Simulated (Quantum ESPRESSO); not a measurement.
# Planted mistakes on one cell of TaZrNbO6F2

These are calculations, not measurements. They come from pw.x of Quantum ESPRESSO 7.5, a plane-wave density functional program, with PseudoDojo standard norm-conserving files (v0.5 for PBE, v0.4.1 for LDA and PBEsol). The cells are made up: elements, strain and atom displacements were drawn at random, and nothing was relaxed. There is no spin polarisation, spin-orbit coupling or dispersion term.

The cell has 12 sites of a fluorite lattice. Sites 1 to 4 hold empty Ta Zr Nb; sites 5 to 12 hold O O O O F F O O. Cell vectors in Å: (5.184, 0.000, 0.000); (0.000, 5.184, 0.000); (0.000, 0.000, 5.184). Settings: PBE, cutoff 1143 eV, 4 x 4 x 4 k mesh shifted by half a step, Fermi-Dirac smearing of 0.025 eV.

The intended run has a self-consistency threshold of 1e-07 eV, a smearing term of 0.000 eV, a pressure of -16.09 GPa and 19 iterations. Each further run changes one thing: atoms of sites 5 and 9 exchanged; cutoff 825 eV; k mesh 2 x 2 x 2; one electron added; smearing 0.47 eV; threshold 0.2 eV. A coarse mesh keeps the shift, and a charged cell sits in a uniform background.

| run | change of free energy (eV) | smearing term -TS (eV) | change of P (GPa) | largest change of a force component (eV/Å) | iterations |
| --- | --- | --- | --- | --- | --- |
| A | 0.690 | 0.000 | -0.17 | 4.259 | 20 |
| B | -0.569 | -1.693 | 1.94 | 1.056 | 19 |
| C | 1.075 | 0.000 | -9.51 | 0.023 | 18 |
| D | 10.186 | -0.029 | 19.49 | 1.117 | 18 |
| E | -0.181 | 0.000 | -0.32 | 0.139 | 18 |
| F | 0.117 | 0.000 | -1.70 | 0.157 | 7 |

A rerun of the intended cell at 1467 eV and k mesh 6 x 6 x 6 moved values by no more than 0.002 eV in the cell's energy, 0.05 GPa in stress and 0.005 eV/Å in force.

Question: which change belongs to which run?

## Worked reading

Run F has the fewest iterations, as a run stopped early does. Run B has the largest smearing term, as wide smearing gives. Run C has a higher energy and the largest fall in pressure, as too small a basis gives. Energies from files of another functional, or of a charged cell, have another zero and say nothing on stability; the pressure of a charged cell rests on the program's zero of potential too.

## Key

| run | change |
| --- | --- |
| A | atoms of sites 5 and 9 exchanged |
| B | smearing 0.47 eV |
| C | cutoff 825 eV |
| D | one electron added |
| E | k mesh 2 x 2 x 2 |
| F | threshold 0.2 eV |